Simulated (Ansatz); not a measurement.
Relaxed-ion elastic tensor of CaO (zinc blende, F-43m) in GPa (Voigt order), PBEsol in the plane-wave PAW code Ansatz; density 2.68 g/cm³, 17.37 Å³ per atom.

```
92.1  76.7  76.7   0.0   0.0   0.0
76.7  92.1  76.7   0.0   0.0   0.0
76.7  76.7  92.1   0.0   0.0   0.0
 0.0   0.0   0.0  37.1   0.0   0.0
 0.0   0.0   0.0   0.0  37.1   0.0
 0.0   0.0   0.0   0.0   0.0  37.1
```

Q: Is the crystal mechanically stable?

A: Yes: the smallest eigenvalue of C is 15.3 GPa.

Q: Work out the Voigt, Reuss and Hill averages.

A: K_V = 81.8, K_R = 81.8, K_H = 81.8; G_V = 25.3, G_R = 14.6, G_H = 20.0 GPa.

Q: Give Young's modulus, Poisson's ratio, Pugh's ratio and the universal anisotropy index.

A: E = 9KG/(3K + G) = 55.4 GPa; ν = 0.39; K/G = 4.10 (ductile by the Pugh limit of 1.75); A_U = 5G_V/G_R + K_V/K_R − 6 = 3.65.

Q: Estimate the sound speeds and the Debye temperature.

A: v_l = √((K + 4G/3)/ρ) = 6360 m/s, v_t = √(G/ρ) = 2730 m/s, mean 3080 m/s; Θ = (h/k)(3n/4πV)^(1/3) v_m = 355 K.

Q: Give the Zener ratio and Young's modulus along [100], [110] and [111].

A: A = 2C44/(C11 − C12) = 4.83; 1/E = S11 − 2(S11 − S12 − S44/2)Γ with Γ = 0, 1/4, 1/3 gives 22.3, 52.7, 96.6 GPa.

The start of the workflow was typed in or built on a structure type; neither database checked (COD, Materials Project) lists it. It is not the phase usual at ambient conditions (space group No. 225). The PBEsol relaxation kept the symmetry of its start; its stability against distortions is not shown here.

Potentials: the earlier of the program's two PAW sets. The files were generated under PBE; for other functionals the program regenerates the frozen cores, and for LDA and PBEsol the local potential too.
